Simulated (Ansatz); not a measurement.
## Elastic constants of ScB2: input and output

Computed with DFT LDA, scalar-relativistic, plane waves, PAW (Ansatz 0.2.0).

Launched with:
```bash
ansatz run input.yaml --threads 1 --pin off --max-ram 3072MiB --backend cpu --events-out ev --progress --plain --runs-dir out
```

Input (bare energies are in eV):
```yaml
crystal:
  lattice:
    - [3.098816879, 0.0, 0.0]
    - [-1.5494084395, 2.6836541389, 0.0]
    - [0.0, 0.0, 3.4582495207]
  atoms:
    - { symbol: Sc, position: [0.0, 0.0, 0.0] }
    - { symbol: B, position: [0.3333333333, 0.6666666667, 0.5] }
    - { symbol: B, position: [0.6666666667, 0.3333333333, 0.5] }
basis:
  ecutwfc: 420
kpoints:
  mp_grid: { grid: [18, 18, 12] }
hamiltonian:
  xc: lda
scf:
  occupations: { method: fermi_dirac, width: 0.15 }
output:
  forces: true
  stress: true
  eigenvalues: true
elastic:
  mode: relaxed_ion
  amplitude: 0.005
  stencil: two_point
```

From the output:
```
--- Elastic constants: 3 strain directions × 2 members + reference (group order 24) ---
  dense FFT box of the reference and of every strained cell: 24×24×24
  strains applied: 11, 33, 23; error gains: componentwise 1.00 (the most a stress slope's error grows in a printed constant), spectral 1.41 (1 for all six strains in a standard setting)
  C = ∂σ_k/∂η_j (tension-positive GPa; Voigt order 11 22 33 23 13 12):
       535.872     54.674     81.585      0.000      0.000     -0.000
        54.674    535.872     81.585      0.000      0.000      0.000
        81.599     81.599    401.006      0.000      0.000     -0.000
         0.000      0.000      0.000    204.400      0.000      0.000
         0.000      0.000      0.000     -0.000    204.400      0.000
         0.000     -0.000      0.000      0.000      0.000    240.599
  reference stress σ⁰ (GPa):      0.006      0.006      0.000     -0.000     -0.000     -0.000
  C* (energy form; C + prestress term) asymmetry max|C*_kj − C*_jk| = 7.912e-3 GPa — a small one proves nothing (zero by symmetry where the batch's group is 432, −43m or m−3m); a large one is finite-difference/SCF noise where every solve ...
  moduli (Voigt/Reuss/Hill, GPa): K = 212.05/209.62/210.84   G = 213.54/210.17/211.86   E = 476.10   ν = 0.124
  mechanically stable: yes (min eigenvalue of sym C = 204.40 GPa)
  the stresses are not corrected for the forces that the relaxations left standing (`elastic.f_tol`)
  strain η (Voigt 11):  stress-route row diagonal C_11 = 535.87 GPa, energy-path curvature d²(F+E_count+ΔE)/dδ²/Ω₀ = 535.89 GPa
         δ    σ_11 (GPa) F (eV) n_scf n_hpsi n_pw
    -5.000e-3      -2.7097       -2391.3509570       6  115051    576   relax 3 steps, max|allowed force component| 1.04e-7 eV/Å
     5.000e-3       2.6490       -2391.3509759       6  115057    586   relax 3 steps, max|allowed force component| 6.68e-7 eV/Å
  strain η (Voigt 33):  stress-route row diagonal C_33 = 401.01 GPa, energy-path curvature d²(F+E_count+ΔE)/dδ²/Ω₀ = 400.98 GPa
         δ    σ_33 (GPa) F (eV) n_scf n_hpsi n_pw
    -5.000e-3      -2.0291       -2391.3512552       7   59894    574   relax 0 steps, max|allowed force component| 1.23e-16 eV/Å
     5.000e-3       1.9809       -2391.3512779       5   50166    586   relax 0 steps, max|allowed force component| 1.36e-16 eV/Å
  strain η (Voigt 23):  stress-route row diagonal C_44 = 204.40 GPa, energy-path curvature d²(F+E_count+ΔE)/dδ²/Ω₀ = 204.38 GPa
         δ    σ_23 (GPa) F (eV) n_scf n_hpsi n_pw
    -5.000e-3      -1.0220       -2391.3517097       6  187175    581   relax 3 steps, max|allowed force component| 4.49e-7 eV/Å
     5.000e-3       1.0220       -2391.3517097       6  187169    581   relax 3 steps, max|allowed force component| 4.47e-7 eV/Å
```

It took 4.5 min on 1 thread of Arm Neoverse V1 (shared host), peak memory 0.68 GiB.

In a metal, frequencies and elastic constants depend on the k mesh and the smearing, soft modes and shear constants most.